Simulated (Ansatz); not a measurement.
Level of theory: Ansatz 0.2.0, DFT PBE, scalar-relativistic, plane waves, PAW. Settings: cutoff 420 eV, Γ-centred meshes spaced at most about 0.3 Å⁻¹, and about 0.25 Å⁻¹ or finer for metals (2π included), Gaussian smearing. Collinear spin in cells that started with moments and kept them past the coarse steps, no spin elsewhere.

Each of these unrelaxed guesses is relaxed in cell and atoms within its symmetry. A guess keeps its type if space group and coordination stay and the shape of the cell changes little (axis ratios within about 15 %, angles within 6°); the volume may change.

1. Al2TeP3

```cif
data_structure
_symmetry_space_group_name_H-M 'P6/mmm'
_symmetry_Int_Tables_number 191
_cell_length_a 6.0353
_cell_length_b 6.0353
_cell_length_c 3.5187
_cell_angle_alpha 90.000
_cell_angle_beta 90.000
_cell_angle_gamma 120.000
_cell_volume 111.00
loop_
_atom_site_label
_atom_site_type_symbol
_atom_site_symmetry_multiplicity
_atom_site_Wyckoff_symbol
_atom_site_fract_x
_atom_site_fract_y
_atom_site_fract_z
_atom_site_occupancy
Al1 Al 2 c 0.33333 0.66667 0.00000 1
Te1 Te 1 a 0.00000 0.00000 0.00000 1
P1 P 3 g 0.50000 0.00000 0.50000 1
```

2. TiBe2Sb2 (collinear spin from parallel moments)

```cif
data_structure
_symmetry_space_group_name_H-M 'P-3m1'
_symmetry_Int_Tables_number 164
_cell_length_a 4.1347
_cell_length_b 4.1347
_cell_length_c 6.5870
_cell_angle_alpha 90.000
_cell_angle_beta 90.000
_cell_angle_gamma 120.000
_cell_volume 97.52
loop_
_atom_site_label
_atom_site_type_symbol
_atom_site_symmetry_multiplicity
_atom_site_Wyckoff_symbol
_atom_site_fract_x
_atom_site_fract_y
_atom_site_fract_z
_atom_site_occupancy
Ti1 Ti 1 a 0.00000 0.00000 0.00000 1
Be1 Be 2 d 0.33333 0.66667 0.64200 1
Sb1 Sb 2 d 0.33333 0.66667 0.25730 1
```

3. BeSi2Br

```cif
data_structure
_symmetry_space_group_name_H-M 'P6/mmm'
_symmetry_Int_Tables_number 191
_cell_length_a 3.9414
_cell_length_b 3.9414
_cell_length_c 6.4312
_cell_angle_alpha 90.000
_cell_angle_beta 90.000
_cell_angle_gamma 120.000
_cell_volume 86.52
loop_
_atom_site_label
_atom_site_type_symbol
_atom_site_symmetry_multiplicity
_atom_site_Wyckoff_symbol
_atom_site_fract_x
_atom_site_fract_y
_atom_site_fract_z
_atom_site_occupancy
Be1 Be 1 b 0.00000 0.00000 0.50000 1
Si1 Si 2 e 0.00000 0.00000 0.72816 1
Br1 Br 1 a 0.00000 0.00000 0.00000 1
```

Q: Which keep their type?

A: Guess 1 keeps its type.

```csv
guess,kept,start group,end group,V start (Å³/atom),V end,"b/a and c/a, end over start",nearest neighbours start,nearest neighbours end
1,yes,P6/mmm,P6/mmm,18.5,19.0,"1.00, 0.99","Al 6, P 4, Te 20","Al 6, P 4, Te 20"
2,no,P-3m1,P-3m1,19.5,20.2,"1.00, 1.19","Be 4, Sb 4, Ti 12","Be 6, Sb 3, Ti 6"
3,no,P6/mmm,P6/mmm,21.6,17.6,"1.00, 2.28","Be 2, Br 2, Si 1","Be 2, Br 8, Si 1"
```

Neighbours count within 15 % of an atom's shortest distance; end groups are read at 0.02 Å (0.05 Å in metals).

No dispersion correction is applied, so the spacing and binding between layers, chains or molecules are poorly described (TiBe2Sb2 P-3m1). These runs have no spin–orbit coupling, which can matter for Sb and Te. In Al2TeP3 P6/mmm, BeSi2Br P6/mmm an odd number of electrons in the primitive cell allows no gap without spin; a larger cell or a magnetic state could open one. A magnetic state wasn't ruled out in cells without spin, among them Al2TeP3 P6/mmm, BeSi2Br P6/mmm. Cells relaxed within their symmetry can be saddle points.
